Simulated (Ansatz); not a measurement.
A trial cell of MoW3, before relaxation:

```cif
data_structure
_symmetry_space_group_name_H-M 'P4/mmm'
_symmetry_Int_Tables_number 123
_cell_length_a 4.6254
_cell_length_b 4.6254
_cell_length_c 3.2707
_cell_angle_alpha 90.000
_cell_angle_beta 90.000
_cell_angle_gamma 90.000
_cell_volume 69.98
loop_
_atom_site_label
_atom_site_type_symbol
_atom_site_symmetry_multiplicity
_atom_site_Wyckoff_symbol
_atom_site_fract_x
_atom_site_fract_y
_atom_site_fract_z
_atom_site_occupancy
Mo1 Mo 1 c 0.50000 0.50000 0.00000 1
W1 W 1 a 0.00000 0.00000 0.00000 1
W2 W 2 e 0.50000 0.00000 0.50000 1
```

Theory: DFT PBE, scalar-relativistic, plane waves, PAW in Ansatz. Cutoff 420 eV, Gaussian smearing, Γ-centred meshes. Cell and atoms relax first on a coarse mesh and then on a finer one. In between, the cell is made exact in the group found at 0.06 Å. In metals the finer mesh still leaves noise of several meV/atom or more. The steps can't lower the symmetry of their start. No spin polarisation in the relaxation; trial moments died out in a coarse test.

A guess keeps its type if space group and coordination stay and the shape of the cell changes little (axis ratios within about 15 %, angles within 6°); the volume may change.

Problem. Will the relaxed cell still be of the starting type?

Solution. It keeps its type. The symmetry stays P4/mmm (No. 123). The volume per atom shrinks by 8.3 %, from 17.5 to 16.0 Å³. The shortest distance goes from 2.83 Å (Mo–W and W–W) to 2.75 Å (Mo–W and W–W). The ratio c/a of the conventional cell changes by a factor of 1.00. Counting neighbours within 15 % of an atom's shortest distance, the start has Mo 8, W 8 and the end Mo 8, W 8.

The last run used a 10×10×14 mesh (in the run's order of axes) for its 4-atom cell and Gaussian smearing of 0.10 eV. Spin–orbit coupling, which can matter for W, is left out. A structure relaxed within its symmetry needn't be a true minimum.
